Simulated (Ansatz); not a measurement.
# Quadrupolar parameters in SiO₂

The cell is a COD entry (listed for 0.2 GPa).

```xyz
12
Lattice="4.9501 0.0000 0.0000 0.0000 4.9501 0.0000 0.0000 0.0000 6.8760" Properties=species:S:1:pos:R:3 pbc="T T T"
Si    1.4984    1.4984    0.0000
Si    0.9767    3.9734    1.7190
Si    3.4517    3.4517    3.4380
Si    3.9734    0.9767    5.1570
O     1.1821    0.5376    1.2494
O     1.9375    3.6571    2.9684
O     3.7680    4.4125    4.6874
O     3.0126    1.2930    6.4064
O     3.6571    1.9375    3.9076
O     4.4125    3.7680    2.1886
O     1.2930    3.0126    0.4696
O     0.5376    1.1821    5.6266
```

Atoms are numbered from 1 in the order listed; like atoms form one site, named after its first atom.

The numbers come from a DFT calculation in Ansatz (PBE, plane waves and PAW (field gradients read without the response of the frozen cores, which leaves them typically 4 to 6 % off), scalar-relativistic, 420 eV cutoff, Γ-centred 5×5×4 k-points, Fermi–Dirac smearing 0.02 eV).

C_Q = eQV_zz/h, which is 24.18 MHz for Q = 1 b and V_zz = 10²¹ V/m²; η = (V_xx − V_yy)/V_zz. Directions are in the Cartesian axes of the cell vectors above, for the atom listed; none is given where the gradient is under 0.02 or η is above 0.95.

(1) What field gradients does the calculation give at each kind of site?

## Answers

(1) 

| site | first atom | first shell | V_zz (10²¹ V/m²) | η | direction of V_zz (x, y, z) |
| --- | --- | --- | --- | --- | --- |
| Si | 1 | 4 O at 1.60–1.61 Å | -0.51 | 0.86 | 0.60 -0.60 -0.53 |
| O | 5 | 2 Si at 1.60–1.61 Å, angle 145° | 9.27 | 0.16 | 0.17 0.81 -0.57 |

At O V_zz runs parallel to the line that joins its two neighbours (within 1°).

The calculated pressure of 8 GPa (PBE) comes largely from the unrelaxed atoms: it is 1.6 GPa once they are relaxed in the same cell. The largest force is 0.5 eV/Å, so the atoms aren't at the calculated equilibrium and relaxing them would move these values.
